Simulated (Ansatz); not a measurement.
Sb2Au:
```
Sb2Au
1.0
    0.00000     3.41853     3.41853
    3.41853     0.00000     3.41853
    3.41853     3.41853     0.00000
Au Sb
1 2
Cartesian
  0.00000   0.00000   0.00000
  1.70926   1.70926   1.70926
  5.12779   5.12779   5.12779
```

Relaxed with r²SCAN.

Map the electron localisation function on the plane through (0.000, 0.000, 0.000) spanned by u = [1, 0, 0] and v = [-1, 1, 1] in lattice vectors, from DFT-r²SCAN in the program Ansatz with PAW potentials.

x is the fraction of u, y of v (the angle between them is 90°; rows are the nearest grid lines); atoms in the plane: Au at (0.00, 0.00), Sb at (0.50, 0.25), Sb at (0.50, 0.75).
```
|9976543333333333333456799|
|9876543333344433333456789|
|7665433455555555543345667|
|6554334555444445554334556|
|3333345543210123455433333|
|3333355442000002445533333|
|1122355441000001445532211|
|1112355442000002445532111|
|0001245554433344555421000|
|0000134555444445554310000|
|0000012344555554432100000|
|0000001123344433211000000|
|0000001123344433211000000|
|0000012344555554432100000|
|0000134555444445554310000|
|0001245554433344555421000|
|1112355442000002445532111|
|1122355441000001445532211|
|3333355442000002445533333|
|3333345543210123455433333|
|6554334555444445554334556|
|7665433455555555543345667|
|9876543333344433333456789|
|9976543333333333333456799|
```
Scale: ten equal steps from 0.000 (start of '0') to 0.795 (end of '9'), in the order '0123456789'; x runs from 0.000 to 1.00, y from 0.000 (bottom) to 1.00 (top).

The density is the valence pseudo-density with augmentation charge, so density and ELF within about 1 Å of a nucleus are not all-electron values.

Space group Fm-3m (fluorite or antifluorite type). The workflow started from an entry of the Crystallography Open Database (COD), which files this formula under 2 space groups. Whether it is the stable phase at ambient conditions was not checked. The r²SCAN relaxation kept the symmetry of its start; its stability against distortions is not shown here. Its formation energy is positive at this level, so the cell may be metastable or incomplete. Spin–orbit coupling is left out wherever it is not named.

Potentials: the later of the program's two PAW sets.
